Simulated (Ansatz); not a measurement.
# LiF: input and result

Input of a DFT run with Ansatz (development build), a test cell that isn't relaxed; energies in eV and lengths in Å:

```yaml
crystal:
  lattice:
    - [0, 2.013, 2.013]
    - [2.013, 0, 2.013]
    - [2.013, 2.013, 0]
  atoms:
    - { symbol: Li, position: [0, 0, 0] }
    - { symbol: F, position: [0.5, 0.5, 0.5] }
kpoints:
  mp_grid: { grid: [8, 8, 8] }
hamiltonian:
  xc: pbe
  pseudopotentials: { kind: all_electron }
  dispersion: none
scf:
  occupations: { method: fixed }
dielectric: {}
```

Command: `ansatz run input.yaml --threads 11`

It ran on all-electron PAW datasets (no frozen core) at 3600 eV.

Caveats: coarse k mesh.

(1) What clamped-ion dielectric tensor of the whole cell results?

(2) How long does it take on 1 NVIDIA GB300 GPU, shared host?

## Answers

(1) 
```
2.06 0.00 0.00
0.00 2.06 0.00
0.00 0.00 2.06
```

(2) About 8.5 s of wall time, 2.4 GiB of host memory.
